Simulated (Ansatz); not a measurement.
HfS$_{2}$:
```xyz
12
Lattice="6.3215 0.0000 0.0000 0.0000 5.9783 0.0000 0.0000 0.0000 6.0767" Properties=species:S:1:pos:R:3 pbc="T T T"
Hf     0.3704     1.6759     1.5207
Hf     5.9511     4.3024     4.5590
Hf     2.7903     1.6759     4.5590
Hf     3.5312     4.3024     1.5207
S      2.4336     0.5157     2.2036
S      3.8879     5.4626     5.2419
S      0.7271     0.5157     5.2419
S      5.5944     5.4626     2.2036
S      4.7528     2.5839     3.0391
S      1.5687     3.3944     0.0008
S      4.7294     2.5839     0.0008
S      1.5920     3.3944     3.0391
```

Relaxed with PBEsol (plane waves, PAW; program Ansatz). Indices refer to the conventional cell of Pca2_1, a = 6.321 Å, b = 5.978 Å, c = 6.077 Å, α = 90.00°, β = 90.00°, γ = 90.00°.

**Question.** Simulate the powder diffraction pattern (Cu Kα, λ = 1.54184 Å; lines above 1 %) up to 2θ = 90°.

**Answer.** Simulated powder pattern, Cu Kα, λ = 1.54184 Å (kinematic, ideal powder, no thermal factors, no anomalous dispersion; the 30 strongest lines at most, above 1 %, up to 2θ = 90°):

```
2θ (°)  d (Å)  I/Imax (%)    hkl
------  -----  ----------  -----
14.82   5.978         4.6  (010)
20.45   4.344          13  (110)
25.20   3.534         100  (111)
28.23   3.161         8.4  (200)
29.40   3.038          17  (002)
29.89   2.989          11  (020)
31.92   2.804          11  (201)
35.36   2.539         4.1  (211)
36.08   2.490          11  (112)
36.39   2.469          11  (121)
41.21   2.190          16  (202)
41.58   2.172          12  (220)
42.42   2.131          19  (022)
44.29   2.045          15  (221)
45.65   1.987          15  (310)
48.18   1.889         5.7  (311)
49.66   1.836          21  (113)
50.30   1.814          17  (131)
51.74   1.767         6.7  (222)
53.75   1.705         5.4  (203)
55.23   1.663          11  (312)
60.53   1.529         5.9  (401)
67.59   1.386         4.9  (133)
68.97   1.362         7.6  (421)
72.29   1.307         6.1  (332)
76.53   1.245         4.2  (224)
79.40   1.207         4.6  (314)
82.40   1.170         5.2  (115)
84.18   1.150         4.3  (423)
84.59   1.146         5.2  (512)
```

The start of the workflow was typed in or built on a structure type; neither database checked (COD, Materials Project) lists it. Its standing as an ambient phase is unchecked. The cell was relaxed with PBEsol under the symmetry of its start; its stability against distortions is not shown here. No spin polarisation was allowed. Spin–orbit coupling is left out wherever it is not named.

Potentials: the earlier of the program's two PAW sets. The files were generated under PBE; for other functionals the program regenerates the frozen cores, and for LDA and PBEsol the local potential too.
